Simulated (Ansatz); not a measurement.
The start is a generated cell, WC placed in the NiAs structure type. The structure is fully relaxed (lattice and positions, P = 0) with r2SCAN (plane waves to 500 eV, PAW, scalar-relativistic; Ansatz, a first-principles code). The first steps use a coarse 7×7×4 k-mesh.

Input geometry:
```
WC
1.0
    4.11020     0.00000     0.00000
   -2.05510     3.55954     0.00000
    0.00000     0.00000     5.72862
W C
2 2
Cartesian
  0.00000   0.00000   0.00000
  0.00000   0.00000   2.86431
  0.00000   2.37303   1.43215
  2.05510   1.18651   4.29646
```

Problem. How large is the pressure on the unrelaxed cell, and of which sign?

Solution. -50 GPa (negative: the cell is under tension).

Problem. How do the shortest distances between atoms change?

Solution. The closest pairs of elements (up to four, under 3.6 Å), start → end: C–W 2.77 → 2.21 Å; W–W 2.86 → 2.86 Å; C–C 3.72 → 2.91 Å.

Problem. Is the relaxed structure metallic? Give its gap.

Solution. Zero (metallic).

The space group stays P6₃/mmc (No. 194) (the run could not lower it); the end is NiAs type, with 4 atoms in the primitive cell. Final values are on a 18×18×8 k-mesh of the relaxed cell. No spin polarisation in the result.

The run could not lose the symmetry of its start; a randomly shaken copy of 8 atoms returns to this structure.

All atoms sit on sites fixed by symmetry, so only the cell could relax.

The relaxed structure here is a generated cell of WC: the first start was made by placing the elements on the sites of a structure type, and the end was not matched to a known phase here, so it may be hypothetical. Known forms of WC include space group No. 187.
